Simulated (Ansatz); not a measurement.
Profile along the N–W line in W3N4 (space group Pm-3m)

W$_{3}$N$_{4}$ (space group Pm-3m)

Space group Pm-3m (No. 221); a = 4.215 Å, b = 4.215 Å, c = 4.215 Å, α = 90.00°, β = 90.00°, γ = 90.00°

```json
[
 {"atom": "N", "site": "1b", "symmetry": "m-3m", "x": "0.5000", "y": "0.5000", "z": "0.5000"},
 {"atom": "N", "site": "3d", "symmetry": "4/mm.m", "x": "0.0000", "y": "0.0000", "z": "0.5000"},
 {"atom": "W", "site": "3c", "symmetry": "4/mm.m", "x": "0.0000", "y": "0.5000", "z": "0.5000"}
]
```

Fields along a shortest N–W line of a {100} plane (2.11 Å), from N to W, interpolated on the slice's grid (step about 0.2 Å). All values below come from PBE (plane waves to 420 eV, PAW, scalar-relativistic; Ansatz, a program for electronic structure). k mesh 11×11×11. These are valence fields of a PAW run, semicore shells included where kept as valence: close to a nucleus they are smooth pseudo fields. Spin-orbit coupling is left out, though W is heavy. W3N4 is run without spin polarisation. W3N4 was relaxed with its symmetry unable to fall.

```tsv
distance from N (Å)	valence electron density (e/Å³)	electron localisation function
0.00	3.52	x
0.21	3.60	x
0.42	2.85	0.67
0.63	1.57	0.80
0.84	0.87	0.60
1.05	0.70	0.20
1.27	1.35	0.32
1.48	3.30	0.65
1.69	5.20	0.59
1.90	4.65	x
2.11	3.52	x
```

x: too close to a nucleus for the ELF to mean much.

Density on the N–W line (2.11 Å) at its density minimum, 1.0 Å from N: 0.69 e/Å³. ELF at that point: 0.3.
